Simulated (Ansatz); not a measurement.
Trial structures of In3GaSbN: starts and ends

These are results of DFT PBE, scalar-relativistic, plane waves, PAW in Ansatz, not measurements. Settings: cutoff 420 eV, Γ-centred meshes spaced at most about 0.3 Å⁻¹, and about 0.25 Å⁻¹ or finer for metals (2π included), Gaussian smearing. No spin polarisation in the final relaxations.

Each guess was relaxed in cell and atoms at zero pressure, within the symmetry of its start. All energies are static (0 K, no zero-point motion). Coordination counts N or Sb atoms around Ga and In (for each partner element, those within 1.25 times its shortest distance or 1.15 times the sum of covalent radii, where it is the nearest in units of that sum or under 1.3; the shortest distance is added where it is long for a bond; a slash parts the counts of unlike sites).

```
guess    made from  start group  V start (Å³/atom)  end group  V end (Å³/atom)             coordination at the end  gap on mesh (eV)  E over the lowest end (meV/atom)
    1  random cell        P-6m2               24.4          ?                ?                                   ?                 ?                                 ?
    2  random cell       P4/mmm               23.9     P4/mmm             28.0  In 2/8 from 4.8 Å, Ga 4 from 4.2 Å                 0                               394
    3  random cell         Cmmm               24.7       Cmmm             29.6         In 2 from 2.7 Å/1+2+1, Ga 2                 0                                48
    4  random cell       P4/mmm               44.8     P4/mmm             25.2             In 1/4 from 2.8 Å, Ga 4                 0                                 0
```

Guess 1 as it starts:

```cif
data_structure
_symmetry_space_group_name_H-M 'P 1'
_symmetry_Int_Tables_number 1
_cell_length_a 4.4765
_cell_length_b 4.4765
_cell_length_c 8.4285
_cell_angle_alpha 90.000
_cell_angle_beta 90.000
_cell_angle_gamma 120.000
_cell_volume 146.27
loop_
_atom_site_label
_atom_site_type_symbol
_atom_site_fract_x
_atom_site_fract_y
_atom_site_fract_z
_atom_site_occupancy
In1 In 0.66667 0.33333 0.25815 1
In2 In 0.66667 0.33333 0.74185 1
In3 In 0.66667 0.33333 0.00000 1
Ga1 Ga 0.66667 0.33333 0.50000 1
Sb1 Sb 0.00000 0.00000 0.00000 1
N1 N 0.33333 0.66667 0.00000 1
```

Q: Predict the end of this guess and its energy over the lowest end.

A: It ends in space group P-6m2 (No. 187), with a = 4.712 Å, c = 11.552 Å, 37.0 Å³/atom and no gap. It lies 0.68 eV/atom over the lowest end, above guess 2 and so the highest of the set. Counting N or Sb atoms around Ga and In, this end has In 3 from 4.0 Å/3+3, Ga 6 from 6.4 Å and the lowest (guess 4) has In 1/4 from 2.8 Å, Ga 4.

```cif
data_structure
_symmetry_space_group_name_H-M 'P 1'
_symmetry_Int_Tables_number 1
_cell_length_a 4.7123
_cell_length_b 4.7123
_cell_length_c 11.5523
_cell_angle_alpha 90.000
_cell_angle_beta 90.000
_cell_angle_gamma 120.000
_cell_volume 222.16
loop_
_atom_site_label
_atom_site_type_symbol
_atom_site_fract_x
_atom_site_fract_y
_atom_site_fract_z
_atom_site_occupancy
In1 In 0.66667 0.33333 0.25555 1
In2 In 0.66667 0.33333 0.74445 1
In3 In 0.66667 0.33333 0.00000 1
Ga1 Ga 0.66667 0.33333 0.50000 1
Sb1 Sb 0.00000 0.00000 0.00000 1
N1 N 0.33333 0.66667 0.00000 1
```

The zero of energy is the elements' standard structures at the same level (N₂ as a molecule); no fitted shifts are applied.

Q: Is the lowest end bound against the elements?

A: No: its formation energy is +0.46 eV/atom. A positive value: parting into the elements would lower its energy.

Spin–orbit coupling, which can matter for Sb, is left out. Cells relaxed within their symmetry can be saddle points. A lower structure may well exist outside this small set. Some types were kept out of the candidates beforehand, so the set may lack a known form.
